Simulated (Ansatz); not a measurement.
Here is the system:

MnO$_{2}$:
```cif
data_Mn3O6
_chemical_formula_sum 'Mn3 O6'
_space_group_name_H-M_alt 'P 1'
_space_group_IT_number 1
_cell_length_a 6.88898
_cell_length_b 6.88898
_cell_length_c 4.52578
_cell_angle_alpha 86.581
_cell_angle_beta 93.419
_cell_angle_gamma 156.074
loop_
_space_group_symop_operation_xyz
  'x, y, z'
loop_
_atom_site_label
_atom_site_type_symbol
_atom_site_fract_x
_atom_site_fract_y
_atom_site_fract_z
_atom_site_occupancy
Mn1 Mn 0.00000 0.00000 0.00000 1
Mn2 Mn 0.65890 0.34110 0.52915 1
Mn3 Mn 0.34110 0.65890 0.47085 1
O1 O 0.43243 0.56757 0.16820 1
O2 O 0.56757 0.43243 0.83180 1
O3 O 0.90537 0.09463 0.67105 1
O4 O 0.09463 0.90537 0.32895 1
O5 O 0.76822 0.23178 0.28489 1
O6 O 0.23178 0.76822 0.71511 1
```
The run is spin-polarised, in the one order tried: ferromagnetic.

This is the r²SCAN-relaxed structure.

Question: All from DFT-r²SCAN in the program Ansatz with PAW potentials, unless another level is named. Give the Bader charges.

Answer: Mn +2.00 to +2.04, O -1.04 to -0.95 e.

Question: And the net moment?

Answer: 1.00 μB per atom.

Space group C2/m. The workflow started from an entry of the Crystallography Open Database (COD), which files this formula under 4 space groups. It is not the phase usual at ambient conditions (space group No. 136). Symmetry was held in the r²SCAN relaxation; its stability against distortions is not shown here. The final state is ferromagnetic, the only order run, not a proven ground state. The program gave a warning on the electronic state, which may not be the lowest. No Hubbard U is applied.

Potentials: the later of the program's two PAW sets.
